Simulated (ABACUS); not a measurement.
A self-consistent single point of Ge (P1, 8 atoms in the cell; from Materials Project mp-128, changed as shown).

```xyz
8
Lattice="4.9437 2.8543 1.9614 -4.9437 2.8543 1.9614 0.0000 -5.7085 1.9614" Properties=species:S:1:pos:R:3 pbc="T T T"
Ge     0.0000     0.0000     4.2041
Ge     0.0800     0.0000     1.6801
Ge    -3.4351    -0.8888     2.5081
Ge     3.4351     0.8888     3.3761
Ge     2.4873    -2.5304     2.5081
Ge    -2.4873     2.5304     3.3761
Ge     0.9478     3.4193     2.5081
Ge    -0.9478    -3.4193     3.3761
```

Method: PBEsol, numerical atomic orbitals DZP (confined pseudo-atomic orbitals with Gaussian additions; energy shift 0.003 Ry), PseudoDojo 0.4 standard norm-conserving PBEsol (tails mended) pseudopotentials run with ABACUS 3.10.1.

ABACUS settings:

| setting | value |
|---|---|
| basis | DZP numerical atomic orbitals, energy shift 0.003 Ry |
| KPT | MP 3 3 3 0 0 0 |
| basis_type | lcao |
| dft_functional | PBESOL |
| ecutwfc | 100 Ry |
| smearing_method | fd |
| smearing_sigma | 0.00734986 Ry |
| potentials | PseudoDojo 0.4 standard norm-conserving PBEsol (tails mended) |
| symmetry | 1 |
| symmetry_prec | 1e-05 |
| ks_solver | scalapack_gvx |
| scf_nmax | 100 |
| scf_thr | 1.0e-06 |
| mixing_type | broyden |
| mixing_beta | 0.7 |

Results:

| Item | Value |
|---|---|
| Number of valence electrons | 112 |
| Number of bands | 68 |
| Number of k-points after the program's reduction | 14 |
| Size of the basis | 200 |
| Number of SCF iterations | 8 |
| Free energy E − TS | -19416.4804 eV |
| Pressure | 0.83 GPa |
| Largest force (vector length) | 0.924 eV/Å |

Forces (eV/Å):
```json
[
 {"atom": "Ge1", "Fx": "0.046", "Fy": "-0.002", "Fz": "0.260"},
 {"atom": "Ge2", "Fx": "-0.890", "Fy": "0.030", "Fz": "-0.244"},
 {"atom": "Ge3", "Fx": "-0.179", "Fy": "0.107", "Fz": "0.155"},
 {"atom": "Ge4", "Fx": "0.391", "Fy": "0.110", "Fz": "-0.119"},
 {"atom": "Ge5", "Fx": "0.044", "Fy": "-0.231", "Fz": "0.144"},
 {"atom": "Ge6", "Fx": "0.515", "Fy": "0.133", "Fz": "-0.219"},
 {"atom": "Ge7", "Fx": "0.176", "Fy": "0.147", "Fz": "0.184"},
 {"atom": "Ge8", "Fx": "-0.104", "Fy": "-0.293", "Fz": "-0.161"}
]
```

Stress (GPa, positive for compression):
```
 1.62  -0.26  -0.01
-0.26   0.56  -0.02
-0.01  -0.02   0.30
```

For comparison: a first run was changed to give this one (atom 2 moved by +0.08 angstrom along x), and from it to this one the free energy goes up by 4.3 meV/atom, the pressure stays near 0.83 GPa while the xx stress (positive for compression) goes from 0.97 to 1.62 GPa and the largest force goes from 0.273 to 0.924 eV/Å.

The atom-centred basis is finite, which shifts total energies, pressures and forces against plane waves. The structure comes from a collection of computed structures, made at another level of theory; the collection holds predicted forms beside known ones. Its lattice was then scaled.

Cost on one core: roughly 80 core-seconds.

The atomic orbitals were generated for these runs; they are not ABACUS's published sets and were checked against plane waves on a few crystals only.

“Tails mended”: in these copies of the files the far tail of each local potential was reset to the Coulomb form.
